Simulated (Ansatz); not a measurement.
Al:
```
CELL_PARAMETERS angstrom
     -1.59467     1.59467     1.59467
      1.59467    -1.59467     1.59467
      1.59467     1.59467    -1.59467
ATOMIC_POSITIONS crystal
  Al 0.00000 0.00000 0.00000
```

Relaxed with LDA. Special points in fractions of this cell's reciprocal vectors: Γ (0.000, 0.000, 0.000); H (0.500, -0.500, 0.500); N (0.000, 0.000, 0.500); P (0.250, 0.250, 0.250).

Question: List the band energies nearest the Fermi level at these points for LDA in the plane-wave PAW code Ansatz.

Answer: In eV from the Fermi level; about four levels below and three above (degenerate sets whole), none deeper than 8.9 eV; … stands for higher levels left out; points with the same levels are listed once.

```json
[
 {"k": "Γ", "below": "–", "above": "13.16 13.16 13.16"},
 {"k": "H", "below": "–", "above": "1.87 1.87 1.87"},
 {"k": "N", "below": "-4.34 -3.91", "above": "8.16 8.25 …"},
 {"k": "P", "below": "-0.99 -0.99 -0.99", "above": "0.36 …"}
]
```

Space group Im-3m (bcc (W type)). The first step of the workflow began from a Materials Project structure, measured or hypothetical; the Crystallography Open Database copy checked does not list it. It is not the phase usual at ambient conditions (space group No. 225). Symmetry was held in the LDA relaxation. At this level the phase is mechanically unstable.

Potentials: the earlier of the program's two PAW sets.
